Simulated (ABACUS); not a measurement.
Input and output of a self-consistent single point for MgZn₃S₄ (P-43m, 8 atoms in the cell; from Materials Project mp-1120718, changed as shown) (ABACUS).

Level of theory: LDA (PW92), PseudoDojo 0.4 standard norm-conserving LDA (tails mended) pseudopotentials (plane waves; ABACUS).

The change in words: lattice scaled by 1.02. Reference geometry (P-43m):
```xyz
8
Lattice="5.4586 0.0000 0.0000 0.0000 5.4586 0.0000 0.0000 0.0000 5.4586" Properties=species:S:1:pos:R:3 pbc="T T T"
Mg     2.7293     2.7293     2.7293
Zn     0.0000     0.0000     2.7293
Zn     2.7293     0.0000     0.0000
Zn     0.0000     2.7293     0.0000
S      4.1285     4.1285     1.3301
S      4.1285     1.3301     4.1285
S      1.3301     1.3301     1.3301
S      1.3301     4.1285     4.1285
```

Reference input (self-consistent single point, DFT, LDA (PW92), plane waves, PseudoDojo 0.4 standard norm-conserving LDA (tails mended) pseudopotentials): KPT = Gamma 6 6 6 0 0 0; basis_type = pw; dft_functional = PWLDA; ecutwfc = 84 Ry; smearing_method = fixed; potentials = PseudoDojo 0.4 standard norm-conserving LDA (tails mended); symmetry = 1; symmetry_prec = 1e-05; ks_solver = dav_subspace; scf_nmax = 100; scf_thr = 1.0e-09 Ry; mixing_type = broyden. This run's input differs from it in these lines:

```diff
@@ -27,5 +27,5 @@
 LATTICE_VECTORS
-  10.3152930390    0.0000000000    0.0000000000
-   0.0000000000   10.3152930390    0.0000000000
-   0.0000000000    0.0000000000   10.3152930390
+  10.5215982194    0.0000000000    0.0000000000
+   0.0000000000   10.5215982194    0.0000000000
+   0.0000000000    0.0000000000   10.5215982194
```

The program printed (abridged):

```
 SELF-CONSISTENT
 -------------------------------------------
                                 init_chg = atomic

 PW ALGORITHM --------------- ION=   1  ELEC=   1--------------------------------

 Notice: Threshold on eigenvalues was too large.

 Density error is 0.410611901153
                          Error Threshold = 0.000435310968005
 E_KohnSham     -1460.9474858790     -19877.2102867290
 E_Fermi        0.3403625081         4.6308694960

 PW ALGORITHM --------------- ION=   1  ELEC=   2--------------------------------

 Density error is 0.159393516333
                          Error Threshold = 0.000436821171439
   [... lines left out ...]

 Density error is 1.22856810108e-08
                          Error Threshold = 3.03151381362e-10
 E_KohnSham     -1461.0931892719     -19879.1926830906
 E_Fermi        0.3854100453         5.2437726827

 PW ALGORITHM --------------- ION=   1  ELEC=   8--------------------------------

 Density error is 6.30307936895e-10
                          Error Threshold = 1.30698734158e-11
 E_KohnSham     -1461.0931892748     -19879.1926831293
 E_KS(sigma->0) -1461.0931892748     -19879.1926831293
 E_entropy(-TS) 0.0000000000         0.0000000000
 E_Fermi        0.3854096134         5.2437668064
 charge density convergence is achieved
 final etot is -19879.192683 eV
 EFERMI = 5.2437668064 eV

 STATE ENERGY(eV) AND OCCUPATIONS    NSPIN == 1
   [... 54 lines left out ...]

 TOTAL-FORCE (eV/Angstrom)
                       Mg1         0.0000000000         0.0000000000         0.0000000000
                       Zn1         0.0000000000         0.0000000000         0.0000000000
                       Zn2         0.0000000000         0.0000000000         0.0000000000
                       Zn3         0.0000000000         0.0000000000         0.0000000000
                        S1         0.0802888692         0.0802888692        -0.0802888692
                        S2         0.0802888692        -0.0802888692         0.0802888692
                        S3        -0.0802888692        -0.0802888692        -0.0802888692
   [... lines left out ...]

 TOTAL-STRESS (KBAR)
       -67.9019114690        -0.0000000000        -0.0000000000
         0.0000000000       -67.9019114690        -0.0000000000
        -0.0000000000        -0.0000000000       -67.9019114690
 TOTAL-PRESSURE: -67.901911 KBAR

 --------------------------------------------
 !FINAL_ETOT_IS -19879.1926831293167197 eV
 --------------------------------------------
```

The run converged in 8 iterations. Against the reference run the free energy goes up by 40.7 meV/atom, the pressure goes from -3.51 to -6.79 GPa, the largest force hardly changes (0.135 to 0.139 eV/Å) and the gap on the mesh goes from 2.123 to 1.871 eV.

The structure comes from a collection of computed structures, made at another level of theory; the collection holds predicted forms beside known ones. Its lattice was then scaled.

Cost on one core: around 2.7 core-minutes (rough).

“Tails mended”: in these copies of the files the far tail of each local potential was reset to the Coulomb form.
